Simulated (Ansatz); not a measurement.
# Guessed and relaxed cells of InGa₃AsP

A trial structure of InGa₃AsP was built thus: random cell by space group and Wyckoff sites (P4/mmm, No. 123). The dimensions are guesses.

POSCAR.start

```
In Ga P As
1.0
     4.81180    0.00000    0.00000
     0.00000    4.81180    0.00000
     0.00000    0.00000    6.08313
In Ga P As
1 3 1 1
Direct
  0.50000 0.50000 0.50000
  0.00000 0.50000 0.00000
  0.50000 0.00000 0.00000
  0.00000 0.00000 0.00000
  0.00000 0.00000 0.50000
  0.50000 0.50000 0.00000
```

Computed with DFT PBE, scalar-relativistic, plane waves, PAW in Ansatz 0.2.0. Cutoff 420 eV, Gaussian smearing, Γ-centred meshes. Cell and atoms relax first on a coarse mesh and then on a finer one. In between, the cell is made exact in the group found at 0.06 Å. In metals the finer mesh still leaves noise of several meV/atom or more. The steps can't lower the symmetry of their start. No spin polarisation.

POSCAR.end

```
In Ga P As
1.0
     5.23100    0.00000    0.00000
     0.00000    5.23100    0.00000
     0.00000    0.00000    5.35531
In Ga P As
1 3 1 1
Direct
  0.50000 0.50000 0.50000
  0.00000 0.50000 0.00000
  0.50000 0.00000 0.00000
  0.00000 0.00000 0.00000
  0.00000 0.00000 0.50000
  0.50000 0.50000 0.00000
```

The symmetry stays P4/mmm (No. 123). The volume per atom grows by 4.0 %, from 23.5 to 24.4 Å³. The shortest distance goes from 2.41 Å (Ga–As and Ga–Ga) to 2.62 Å (Ga–As and Ga–Ga). The ratio c/a of the conventional cell changes by a factor of 0.81. The energy falls by about 0.17 eV/atom (the start's value is from the coarse mesh).

| Item | Value |
| --- | --- |
| Volume per atom | 24.42 Å³ |
| Density | 4.87 g/cm³ |
| Energy over the elements | +0.36 eV/atom |
| Gap on the 8×8×8 mesh of the 6-atom cell | 0 eV (a metal) |

Formation energies are uncorrected and refer to the elements' standard structures at the same level. The references include black phosphorus. A positive value: parting into the elements would lower its energy.

The last run used Gaussian smearing of 0.10 eV. The reference forms of As and P are held partly by dispersion forces, which this level lacks. A structure relaxed within its symmetry needn't be a true minimum. In all, the 3 runs took 7.6 min on 1 thread of Intel(R) Xeon(R) Processor @ 2.50GHz (Skylake/Cascade Lake), on a shared host. Another cell of InGa3AsP relaxed alike, in P-6m2, lies 248 meV/atom lower, so this cell isn't the stable form at this level.
